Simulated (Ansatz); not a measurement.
Cs₂Ni₃Se₄ in space group Fmmm (No. 69; Cs on 8i, Ni on 8e, Ni on 4a, Se on 16m), plane-wave PAW LDA (Ansatz code). The conduction-band minimum lies on the A0–Z line, 30 % of the way from A0, with 2 equivalent valleys. Second derivatives d²E/dk² of the lowest band at one valley (eV·Å²), along Cartesian directions:

```json
[
 {"direction": "[100]", "d²E/dk²": "17.90"},
 {"direction": "[010]", "d²E/dk²": "3.086"},
 {"direction": "[001]", "d²E/dk²": "3.282"},
 {"direction": "[110]", "d²E/dk²": "10.49"},
 {"direction": "[101]", "d²E/dk²": "10.60"},
 {"direction": "[011]", "d²E/dk²": "3.184"}
]
```

**Question.** Find the principal effective masses, the density-of-states mass and the conductivity mass.

**Answer.** Off-diagonal terms follow from H_xy = H[110] − (H_xx + H_yy)/2, and m*/mₑ = 7.620 eV·Å² over each eigenvalue: 0.43, 2.3, 2.5. One valley's DOS mass (m₁m₂m₃)^(1/3) = 1.3, conductivity mass 3/(Σ 1/mᵢ) = 0.94 mₑ.

**Question.** What effective density of states Nc follows at 300 K for parabolic valleys?

**Answer.** Nc = 2.509e19 × 2 × (1.3)^(3/2) ≈ 7.4e19 cm⁻³.

The workflow started from a Materials Project entry (that database holds measured and hypothetical structures alike); the Crystallography Open Database copy checked does not list it. Its standing as an ambient phase is unchecked. The LDA relaxation kept the symmetry of its start; of distortions, only those at the zone centre were tested. The run is not spin-polarised. Spin–orbit coupling is left out wherever it is not named.

Potentials: the later of the program's two PAW sets.

Edges and masses are those of Kohn–Sham bands, whose gap is no quasiparticle gap.
